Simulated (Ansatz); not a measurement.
A distorted cell of BaTiO₃ (cubic perovskite):

```
BaTiO3
1.0
    3.99403     0.00000     0.00000
    0.00000     3.99403     0.00000
    0.00000     0.00000     3.99403
Ba Ti O
1 1 3
Cartesian
  0.00000   0.00000   0.00000
  1.99702   1.99702   1.99702
  0.00000   1.99702   1.99702
  1.99702   1.99702   0.00000
  1.99702   0.00000   2.03702
```

These are r2SCAN (plane waves to 500 eV, PAW, scalar-relativistic; Ansatz, an electronic-structure program) values and carry that method's errors. k mesh 7×7×7 (Γ-centred), Fermi-Dirac smearing 0.05 eV. E stands for the smeared free energy. Compression counts positive. BaTiO3 is run without spin polarisation. BaTiO3 was relaxed with its symmetry unable to fall. This is a high-temperature form of BaTiO3.

Q: What forces act on the atoms (eV/Å, Cartesian)?

A: 
```json
[
 {"atom": "Ba1", "Fx": "0.000", "Fy": "0.000", "Fz": "0.034"},
 {"atom": "Ti2", "Fx": "0.000", "Fy": "0.000", "Fz": "0.035"},
 {"atom": "O3", "Fx": "0.000", "Fy": "0.000", "Fz": "-0.024"},
 {"atom": "O4", "Fx": "0.000", "Fy": "0.000", "Fz": "0.191"},
 {"atom": "O5", "Fx": "0.000", "Fy": "0.000", "Fz": "-0.235"}
]
```

Q: In it atom 5 sits (0.000, 0.000, 0.040) Å away from its relaxed site. What is its energy relative to the relaxed cell?

A: 4.7 meV/cell.

(A displaced cell: forces are minus the slopes of the energy, force constants its curvatures, and phonons follow from these.)
